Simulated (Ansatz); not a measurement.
SrTiO3: an elastic constant from a strain scan

All numbers below come from DFT PBEsol, scalar-relativistic, plane waves, PAW in Ansatz 0.2.0. The runs took a 420 eV cutoff, a Γ-centred 8×8×8 mesh and Gaussian smearing (0.05 eV). No spin polarisation. Energies are free energies at this smearing, counted from the undisturbed cell; pressure is positive in compression.

Reference structure (relaxed at this level; it needn't be the usual structure):

```
Sr Ti O
1.0
     3.89112    0.00000    0.00000
     0.00000    3.89112    0.00000
     0.00000    0.00000    3.89112
Sr Ti O
1 1 3
Direct
  0.00000 0.00000 0.00000
  0.50000 0.50000 0.50000
  0.00000 0.50000 0.50000
  0.50000 0.00000 0.50000
  0.50000 0.50000 0.00000
```

The cell is strained by ε times the Voigt pattern (0, 0, 0, 1, 0, 0) (xx, yy, zz, yz, xz, xy; engineering shear) with fractional coordinates fixed. The cell holds 5 atoms in V0 = 58.91 Å³. The stress column is τ = (1/V0) dE/dε, got from the stress tensor σ (compression positive) at each point as −det(1 + εP) σ : P(1 + εP)⁻¹, with P the pattern as a tensor.

```
      ε  ΔE (meV/atom)  τ (GPa)
-0.0350          5.168   -4.014
-0.0300          3.815   -3.437
-0.0250          2.630   -2.862
-0.0200          1.685   -2.288
-0.0150          0.958   -1.715
-0.0100          0.437   -1.143
-0.0050          0.102   -0.571
 0.0000          0.000    0.000
 0.0050          0.102    0.571
 0.0100          0.437    1.143
 0.0150          0.958    1.715
 0.0200          1.685    2.288
 0.0250          2.630    2.862
 0.0300          3.815    3.437
 0.0350          5.168    4.014
 0.0400              ?        ?
```

Question: Which combination of elastic constants does this scan measure, and how large is it?

Answer: For small ε, τ = τ0 + Kε with K = pᵀCp, which for this pattern is C44 in the cubic axes. The parabola through τ at ε = -0.0050, 0 and 0.0050 has slope K = 114 GPa at zero. The energies per cell, E = NΔE, of the same two points give K = 2[E(ε₊)/ε₊ − E(ε₋)/ε₋]/[(ε₊ − ε₋)V0] = 111 GPa, in agreement.

Question: Predict the withheld row at ε = 0.0400 from the harmonic law, and compare.

Answer: ΔE = V0(τ0 ε + Kε²/2)/N = 6.722 meV/atom and τ = 4.57 GPa. The calculation gives 6.748 meV/atom and 4.59 GPa, a miss of 0.4 % of the harmonic energy, so the harmonic law still holds here.

Symmetry holds off the tilts and polar distortions that many cubic perovskites undergo.